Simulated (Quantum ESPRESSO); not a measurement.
**Kohn-Sham bands of AgI (P4/nmm)**

```
CELL_PARAMETERS angstrom
      4.47139     0.00000     0.00000
      0.00000     4.47139     0.00000
      0.00000     0.00000     6.64540
ATOMIC_POSITIONS crystal
  Ag 0.00000 0.00000 0.00000
  Ag 0.50000 0.50000 0.00000
  I  0.00000 0.50000 0.72082
  I  0.50000 0.00000 0.27918
```

Materials Project entry mp-567809; symmetrised, unrelaxed at this level. Not found in the COD (Crystallography Open Database) copy used, which has the formula in other groups; not checked further. Computed values, not measurements, from PBEsol: Quantum ESPRESSO (norm-conserving PseudoDojo potentials, cutoff 66 Ry, spinors with spin-orbit coupling) on a Γ-centred 6×6×4 mesh, then Wannier90. Density: 8×8×6 mesh, cold smearing 0.01 Ry. The cell is built of weakly bound layers, chains or molecules, whose nearest atoms lie 4.31 Å apart. Database cells relaxed without dispersion often hold them too far apart, which can enlarge gaps and weakens couplings between them; spacing and stacking were not compared with the measured crystal.

Energies are relative to the valence-band maximum; weights are on the orthonormalised atomic waves of the pseudopotential files, averaged over the group. 52 electrons a cell are treated as valence.

Q: Into which isolated groups do the bands fall, where do they lie and what are they made of?

A: 
```csv
bands,from (eV),to (eV),filling,weight on atomic waves
1–4,-90.77,-90.77,filled,Ag 4s 100 %
5–8,-57.87,-57.85,filled,Ag 4p 100 %
9–16,-52.77,-52.73,filled,Ag 4p 100 %
17–20,-12.86,-12.41,filled,"I 5s 92 %, Ag 5s 6 %"
21–52,-5.09,0.00,filled,"Ag 4d 62 %, I 5p 33 %"
```

The Kohn-Sham gap over both meshes and the path is 1.09 eV.
